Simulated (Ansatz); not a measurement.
# Calculated with Ansatz: Cr3GeSe, settings compared

The input file (Ansatz 0.2.0, plane waves):

```yaml
crystal:
  lattice:
    - [5.898314, 0.0, 0.0]
    - [0.0, 5.898314, 0.0]
    - [0.0, 0.0, 4.402612]
  atoms:
    - { symbol: Cr, position: [0.2041, 0.7041, 0.0655] }
    - { symbol: Cr, position: [0.7041, 0.7959, 0.9345] }
    - { symbol: Cr, position: [0.7959, 0.2959, 0.0655] }
    - { symbol: Cr, position: [0.2959, 0.2041, 0.9345] }
    - { symbol: Ge, position: [0.0, 0.5, 0.548] }
    - { symbol: Ge, position: [0.5, 0.0, 0.452] }
    - { symbol: Cr, position: [0.0, 0.0, 0.5] }
    - { symbol: Cr, position: [0.5, 0.5, 0.5] }
    - { symbol: Se, position: [0.0, 0.0, 0.0] }
    - { symbol: Se, position: [0.5, 0.5, 0.0] }
  symmetry: { tolerance: 0.0003 }
kpoints:
  mp_grid: { grid: [3, 3, 4], shift: [0, 0, 0] }
magnetization:
  spin_polarized: false
scf:
  occupations: { method: cold, width: 0.0201 }
hamiltonian:
  pseudopotentials: { kind: paw }
  xc: pbe
basis:
  ecutwfc: 420
output:
  forces: true
  stress: true
  eigenvalues: true
```

Launch command:

```bash
ansatz run input.yaml --threads 1 --pin off --max-ram 2560MiB --backend cpu --events-out ev --progress --plain --runs-dir out
```

Origin of the cell: a known structure type with other elements, at an estimated volume, so it need not be a known compound.

Output of this run (shortened):

```
Pseudopotentials: kind: paw
Pseudopotential: Cr, paw, valence charge 14, recommended cutoff 420 eV (normal), Cr.paw.azcp
Pseudopotential: Ge, paw, valence charge 14, recommended cutoff 420 eV (normal), Ge.paw.azcp
Pseudopotential: Se, paw, valence charge 16, recommended cutoff 420 eV (normal), Se.paw.azcp
Functional definition: PBE
  exchange = pbe_x(kappa = kappa, mu = beta*pi^2/3)
  correlation = pbe_c(beta = beta)
Crystal: 10 atoms, lattice volume = 153.167 Å³
Basis set: ecut = 420 eV, 2995 PW (Γ), exchange–correlation on 80×80×60 points (8 copies of the dense FFT grid, shifted against one another)
Bands: 87, of which v1, the nominal top of the filled ones, is band 72 counted from 1 (71 counted from 0)
Symmetry: 8 space group operations
Space group: P-421m (ITA 113), of the structure as read, at distance tolerance 1.6e-3 Å
[… 7 lines left out …]
Initial density: superposition of atomic densities (neutral atoms: chi_scale 0, normalization atom), corrected by the library's trained network
Functional: x = pbe(κ = 0.804, μ = 0.219515), c = pbe(β = 0.066725)
SCF iter   1: F=—  HF=-39785.714482 eV  Δρ=1.78e-2  dr2=5.56e-1  defer=4
SCF iter   2: F=—  HF=-39785.676977 eV  S|Δr|=    0.00e0  Δρ=3.91e-3  dr2=1.48e-2  defer=60
SCF iter   3: F=—  HF=-39785.676436 eV  S|Δr|=    0.00e0  Δρ=2.12e-3  dr2=6.54e-3  defer=25
SCF iter   4: F=—  HF=-39785.676527 eV  S|Δr|=    0.00e0  Δρ=7.58e-4  dr2=5.57e-4  defer=61
SCF iter   5: F=—  HF=-39785.676391 eV  S|Δr|=    0.00e0  Δρ=2.10e-4  dr2=5.40e-5  defer=61
SCF iter   6: F=—  HF=-39785.676731 eV  S|Δr|=    0.00e0  Δρ=5.84e-5  dr2=4.60e-6  defer=61
SCF iter   7: F=—  HF=-39785.676731 eV  S|Δr|=    0.00e0  Δρ=1.62e-5  dr2=3.35e-7  defer=61
SCF iter   8: F=-39785.676731 eV  HF=-39785.676731 eV  S|Δr|=    0.00e0  Δρ=6.11e-6  dr2=3.88e-8
SCF 1 converged in 8 iterations: F = -39785.676731 eV  dr2 = 3.88e-8
SCF converged after 8 iterations
Stability not checked: this state was not tested for a lower state beside it, because cold or Methfessel-Paxton smearing, or corrected tetrahedra, fill the levels in a way that the test cannot read (fill_not_monotonic; […]
Free energy (F): -39785.676731 eV
Harris-Foulkes:  -39785.676731 eV  (|F-HF|=9.97e-8)
Internal energy: -39785.677056 eV  (E = F + TS)
E sigma→0 (E₀):  -39785.676839 eV
Entropy (-TS):   0.000325 eV (0.033 meV/atom)
Fermi energy:    14.580875 eV
--- Per-component energies (eV) ---
  E_band       = -2003.055168
  E_kinetic    = 2542.239892
  E_local      = -17926.586373  (includes V_loc(G=0)·N_el)
  E_nonlocal   = 137.368134
  E_hartree    = 8144.753383
  E_xc         = -1198.765067
  E_vxc        = -1396.565896  (∫ρ·V_xc dr)
  E_paw        = -15048.154040  (= ΣΔE_a)
  E_vpaw       = -1649.032142  (= ΣTr[D̂ρ^β])
  E_aug_tail   = 0.001694  (compensation charges beyond the density's cutoff)
  E_ewald      = -16436.534679
  E_smearing   = 0.000325  (= −TS)
  Σ components = -39785.676731   (vs F -39785.676731, Δ=0.00e0)
--- Forces (eV/Å), atoms counted from 1 ---
  atom   1  Cr    -1.108486    -1.108486     1.382449
[… 4 lines left out …]
  atom   6  Ge    -0.000000     0.000000     0.156277
  atom   7  Cr    -0.000000    -0.000000    -0.000000
  atom   8  Cr     0.000000     0.000000     0.000000
  atom   9  Se     0.000000    -0.000000     0.000000
  atom  10  Se     0.000000     0.000000     0.000000
  max |Σ_I F_I| component: 2.22e-16 eV/Å
--- Stress (GPa, compression-positive) ---
        8.621708       0.000000       0.000000
        0.000000       8.621708       0.000000
        0.000000       0.000000       2.738581
  P = ⅓ Tr σ = 6.6607 GPa (66.607 kbar)
```

The same input was run again with these changes:

1. `scf.occupations.method` cold → gaussian; `scf.occupations.width` 0.0201 → 0.005; `crystal.symmetry` { tolerance: 0.0003 } → { detect: false }
2. `kpoints.mp_grid.grid` [3, 3, 4] → [2, 2, 3]
3. `scf.n_extra_bands` default → 16; `basis.xc_grid` default → 3; `basis.ecutwfc` 420 → "550 eV"
4. `hamiltonian.xc` pbe → pbesol; `hamiltonian.hubbard` default → { sites: [{ species: Cr, l: d, u_eff: 1.0 }], double_counting: fll }; `scf.algorithm` default → direct_min

```json
{"run": "base", "end": "converged", "SCF iterations": "8", "P (GPa)": "6.66", "max force component (eV/Å)": "1.382", "moment (μB)": "–", "ΔE(σ→0) (meV/atom)": "0"}
{"run": "1", "end": "converged", "SCF iterations": "8", "P (GPa)": "6.66", "max force component (eV/Å)": "1.374", "moment (μB)": "–", "ΔE(σ→0) (meV/atom)": "0.01"}
{"run": "2", "end": "converged", "SCF iterations": "9", "P (GPa)": "6.88", "max force component (eV/Å)": "1.488", "moment (μB)": "–", "ΔE(σ→0) (meV/atom)": "11.63"}
{"run": "3", "end": "converged", "SCF iterations": "9", "P (GPa)": "6.62", "max force component (eV/Å)": "1.382", "moment (μB)": "–", "ΔE(σ→0) (meV/atom)": "-1.94"}
{"run": "4", "end": "converged", "SCF iterations": "15", "P (GPa)": "0.62", "max force component (eV/Å)": "1.372", "moment (μB)": "–", "ΔE(σ→0) (meV/atom)": "–"}
```

Energies are compared only where functional, datasets, charge and starting cell are the same.

Not properties of the system: run 2 (too coarse or loose: `kpoints.mp_grid.grid` = [2, 2, 3]).

Caveats of the base run: no spin polarisation, so a magnetic state may lie lower; the k mesh is coarse if the cell is a metal.

The base run took 11 s on 1 thread of Arm Neoverse V2 (shared host), peak memory 0.43 GiB, from the program's own first density.
